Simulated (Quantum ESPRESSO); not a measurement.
# Computed records: Si3BC3N (made-up cell)

Computed with Quantum ESPRESSO 7.5. Calculation on a made-up crystal cell, not a measurement: periodic Kohn-Sham density functional theory in plane waves with PseudoDojo standard norm-conserving scalar-relativistic pseudopotentials, each functional with its own files (v0.5 for PBE, v0.4.1 for LDA and PBEsol), no spin polarisation, no spin-orbit coupling, atoms not relaxed, stress positive in tension, energies less a fixed whole-eV offset for each atom's element; levels are Kohn-Sham levels at fractions of this cell's reciprocal vectors, counted from the reference band (half the neutral cell's valence electrons, rounded up) at Gamma; error bars cover cutoff and k-mesh only, not smearing or the files; each bar is the largest change over components, and at least 0.002 eV, 0.002 eV per angstrom or 0.02 GPa; added strain carries the atoms with the cell, and shear is the tensor component; energies are for the whole cell, and the offsets were chosen from early runs and are not element reference energies.

Common to all runs: lattice type zincblende/diamond; functional pbe; cutoff 1143 eV; fermi dirac smearing 0.025 eV; scf tolerance 1e-07 eV; electrons removed 0; added strain kind zz; k mesh 4 x 4 x 4, shifted by half a step.

(1) Si3BC3N (made-up cell)

Unstrained structure:
```
Si3BC3N
1.0
      4.3592    -0.0231     0.0348
     -0.0231     4.3912    -0.0174
      0.0348    -0.0174     4.4079
Si B Si C N C
2 1 1 2 1 1
Direct
  0.00205 -0.00883 -0.00713
  -0.00069 0.50069 0.49587
  0.49769 0.00472 0.49630
  0.50440 0.50597 0.00940
  0.24535 0.24147 0.25136
  0.24813 0.74620 0.76353
  0.76315 0.24472 0.75138
  0.75474 0.75673 0.24227
```

It was run with added strain -0.0231 and structure shown before the added strain of -0.0231.

The calculation gives: free energy less offsets -4.505 eV; scf iterations 13; smearing term minus ts 0 eV; pressure -15.5 GPa; stress xx 16.1 GPa; stress yy 17.23 GPa; stress zz 13.17 GPa; stress yz -3.525 GPa; stress xz 3.753 GPa; stress xy -3.556 GPa; reference band 16; error bar energy 0.004124 eV; error bar stress 0.02237 GPa; error bar force 0.002 eV/Å; error bar next band up 0.002 eV; error bars from tighter rerun of a related cell.

Atoms:
```csv
atoms element,atom site,atom energy offset (eV)
Si,1,-115
Si,2,-115
B,3,-79
Si,4,-115
C,5,-163
C,6,-163
N,7,-283
C,8,-163
```

Forces:
```csv
site,x (eV/Å),y (eV/Å),z (eV/Å)
1,0.3256,1.009,0.6828
2,0.5547,0.1871,0.134
3,-0.5508,-0.9261,-0.452
4,-0.8377,-0.7926,-0.3513
5,1.788,-0.3388,0.9174
6,1.674,0.3964,-2.524
7,-1.503,0.07792,-0.6464
8,-1.451,0.3871,2.239
```

Levels:
```csv
level k point,next band up (eV)
Gamma,1.281
"(1/2,1/2,1/2)",3.021
"(0.15,0,0)",1.662
"(0,0.15,0)",1.683
"(0,0,0.15)",1.695
```

(2) Si3BC3N (made-up cell)

The structure is that of entry 1.

It was run with added strain -0.0183 and structure shown before the added strain of -0.0183.

The calculation gives: free energy less offsets -4.47 eV; scf iterations 13; smearing term minus ts 0 eV; pressure -16.29 GPa; stress xx 16.49 GPa; stress yy 17.6 GPa; stress zz 14.79 GPa; stress yz -3.499 GPa; stress xz 3.721 GPa; stress xy -3.549 GPa; reference band 16; error bar energy 0.004124 eV; error bar stress 0.02237 GPa; error bar force 0.002 eV/Å; error bar next band up 0.002 eV; error bars from tighter rerun of this cell.

Atoms:
```csv
atoms element,atom site,atom energy offset (eV)
Si,1,-115
Si,2,-115
B,3,-79
Si,4,-115
C,5,-163
C,6,-163
N,7,-283
C,8,-163
```

Forces:
```csv
site,x (eV/Å),y (eV/Å),z (eV/Å)
1,0.3234,0.9961,0.6927
2,0.5538,0.1838,0.129
3,-0.5501,-0.9253,-0.4609
4,-0.8304,-0.782,-0.3404
5,1.761,-0.3257,0.9135
6,1.645,0.3889,-2.512
7,-1.476,0.08585,-0.6416
8,-1.427,0.3783,2.219
```

Levels:
```csv
level k point,next band up (eV)
Gamma,1.275
"(1/2,1/2,1/2)",2.987
"(0.15,0,0)",1.656
"(0,0.15,0)",1.677
"(0,0,0.15)",1.69
```
